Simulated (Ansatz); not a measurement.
Starting cell, AlRu (CsCl type):

```
CELL_PARAMETERS angstrom
      2.97635     0.00000     0.00000
      0.00000     2.97635     0.00000
      0.00000     0.00000     2.97635
ATOMIC_POSITIONS crystal
  Al 0.00000 0.00000 0.00000
  Ru 0.50000 0.50000 0.50000
```

In this cell atom 1 (Al, nearest neighbour Ru at 2.578 Å; its periodic images, 3.0 Å or more away, move with it) is moved by s along Cartesian [111], unit vector (0.577, 0.577, 0.577); all other atoms and the cell stay fixed.

Computed with PBEsol (plane waves to 420 eV, PAW, scalar-relativistic; Ansatz, a quantum-chemistry and plane-wave program). k mesh 13×13×13 (Γ-centred), Fermi-Dirac smearing 0.05 eV. Energies are smeared free energies. With partly filled bands, energies and forces of such displacements shift with the k mesh and the smearing. AlRu is run without spin polarisation. AlRu was relaxed with its symmetry unable to fall. ΔE is measured from the undisplaced structure. The last digit holds for this mesh only.

```json
[
 {"s (Å)": "-0.520", "ΔE (meV/cell)": "1426.3"},
 {"s (Å)": "-0.416", "ΔE (meV/cell)": "withheld"},
 {"s (Å)": "-0.312", "ΔE (meV/cell)": "431.9"},
 {"s (Å)": "-0.208", "ΔE (meV/cell)": "182.0"},
 {"s (Å)": "-0.104", "ΔE (meV/cell)": "44.1"},
 {"s (Å)": "0.000", "ΔE (meV/cell)": "0.0"},
 {"s (Å)": "0.104", "ΔE (meV/cell)": "44.1"},
 {"s (Å)": "0.208", "ΔE (meV/cell)": "182.0"},
 {"s (Å)": "0.312", "ΔE (meV/cell)": "431.9"},
 {"s (Å)": "0.416", "ΔE (meV/cell)": "withheld"},
 {"s (Å)": "0.520", "ΔE (meV/cell)": "1426.3"}
]
```

Task: Fit an even polynomial form (powers 2, 4, 6) to the given rows and predict ΔE at s = 0.416.

Result: Least squares on the 9 given rows: ΔE = (4034)·s² + (3887)·s⁴ + (2596)·s⁶, in meV/cell with s in Å; root-mean-square residual 0.01 meV/cell. At 0.416 the fit gives 828.0 meV/cell; the calculation gives 828.2 meV/cell, so the interpolation is off by -0.2 (-0.0 %). The quadratic term alone would give 698.1 meV/cell.

(A displaced cell: forces are minus the slopes of the energy, force constants its curvatures, and phonons follow from these.)
